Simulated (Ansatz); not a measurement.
A distorted cell of Os (hcp, Mg type):

```
CELL_PARAMETERS angstrom
      2.64384     0.00000     0.00000
     -1.32192     2.28964     0.00000
      0.00000     0.00000     4.16699
ATOMIC_POSITIONS crystal
  Os 0.33333 0.66667 0.75000
  Os 0.66667 0.33333 0.25000
```

Method: r2SCAN (plane waves to 500 eV, PAW, scalar-relativistic; Ansatz, a program for electronic structure). k mesh 19×19×11 (Γ-centred), Fermi-Dirac smearing 0.05 eV. The energy includes the smearing's −TS. Compression counts positive. Os is run without spin polarisation. Os was relaxed with its symmetry unable to fall. Spin-orbit coupling is left out, though Os is heavy.

Give the stress tensor in GPa and the pressure.


```
   56.5      0.0      0.0
    0.0     56.5      0.0
    0.0      0.0     60.7
```
The pressure, a third of the trace, is 57.9 GPa.

It is the relaxed cell scaled evenly to V/V₀ = 0.900, atoms relaxed where free. What is its energy relative to the relaxed cell?

229 meV/atom.

(Under strain, the slope of the energy per volume gives the stress and its curvature an elastic modulus.)
